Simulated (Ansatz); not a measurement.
La (dhcp (α-La type), P6_3/mmc) at seven volumes, PBE in the plane-wave PAW code Ansatz, shape and atoms relaxed at each. One row is withheld.

```
V (Å³/atom)  P (GPa)
-----------  -------
33.782          2.61
34.896             ?
36.009          0.78
37.123          0.00
38.237         -0.71
39.350         -1.35
40.464         -1.93
```

### Question
Fit the shown pressures and predict the withheld one.

### Answer
Third-order Birch–Murnaghan: P = (3/2)B₀(x^(7/2) − x^(5/2))[1 + (3/4)(B′ − 4)(x − 1)] with x = (V₀/V)^(2/3). Least squares on the six rows gives V₀ = 37.120 Å³/atom, B₀ = 24.88 GPa, B′ = 2.39. At V = 34.896, x = 1.0420 and P = 1.65 GPa. The run itself gave 1.64 GPa.

Symmetry was held in the PBE relaxation. Scalar-relativistic: spin–orbit coupling is off unless named, which matters more the heavier the elements.

Potentials: the earlier of the program's two PAW sets.
